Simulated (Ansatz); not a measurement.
Na:
```xyz
2
Lattice="3.7786 0.0000 0.0000 -1.8893 3.2724 0.0000 0.0000 0.0000 6.1080" Properties=species:S:1:pos:R:3 pbc="T T T"
Na     0.0000     2.1816     1.5270
Na     1.8893     1.0908     4.5810
```

Relaxed with r²SCAN. Special points in fractions of this cell's reciprocal vectors: Γ (0.000, 0.000, 0.000); M (0.500, 0.000, 0.000); K (0.333, 0.333, 0.000); A (0.000, 0.000, 0.500); L (0.500, 0.000, 0.500); H (0.333, 0.333, 0.500).

Q: List the band energies nearest the Fermi level at these points for r²SCAN (plane waves, PAW; program Ansatz).

A: In eV from the Fermi level; about four levels below and three above (degenerate sets whole), none deeper than 8.9 eV; … stands for higher levels left out; points with the same levels are listed once.

| k | below | above |
|---|---|---|
| Γ | -3.45 | 0.56 1.23 10.58 10.58 |
| M | – | 0.18 0.43 4.07 |
| K | – | 1.28 1.62 1.62 |
| A | -2.35 -2.35 | 6.05 6.05 … |
| L | – | 1.05 1.05 1.74 1.74 |
| H | – | 2.15 2.15 2.31 2.31 |

Space group P6_3/mmc (hcp (Mg type)). The workflow started from a Materials Project entry (that database holds measured and hypothetical structures alike); the Crystallography Open Database files this formula in space group No. 194, but the cells were not matched. It is not the phase usual at ambient conditions (space group No. 229). The cell keeps a stress of up to 0.2 GPa. The r²SCAN relaxation kept the symmetry of its start; whether a distortion lowers the energy is not shown.

Potentials: the earlier of the program's two PAW sets.
